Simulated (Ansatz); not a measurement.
Data:

Lu (hcp, Mg type), conventional cell a = 3.5071 Å, b = 3.5071 Å, c = 5.4621 Å, α = 90.00°, β = 90.00°, γ = 120.00°. The calculation uses the primitive cell of 2 atoms, to which meshes and values per cell refer.

This relaxed cell (volume V₀) is scaled evenly in all directions, its shape held. Symmetry pins the atoms to their sites.

All values below come from PBE (plane waves to 420 eV, PAW, scalar-relativistic; Ansatz, a program for electronic structure). k mesh 15×15×9 (Γ-centred), Fermi-Dirac smearing 0.05 eV. Energies are smeared free energies. Compression counts positive. With the shape held, the modulus is that of even scaling; a crystal free to change shape is softer. Lu is run without spin polarisation. Lu was relaxed with its symmetry unable to fall. The PAW data are Ansatz's earlier set. The zero of ΔE is the relaxed starting cell.

The scan covers V/V₀ from 0.900 to 1.100 in 9 points.

What is the fitted pressure derivative B₀′?

3.5.

What bulk modulus at fixed cell shape B₀ follows from a third-order Birch-Murnaghan fit?

46.7 GPa.

(A scan under strain: stresses follow from slopes of the energy per volume, elastic moduli from its curvatures.)
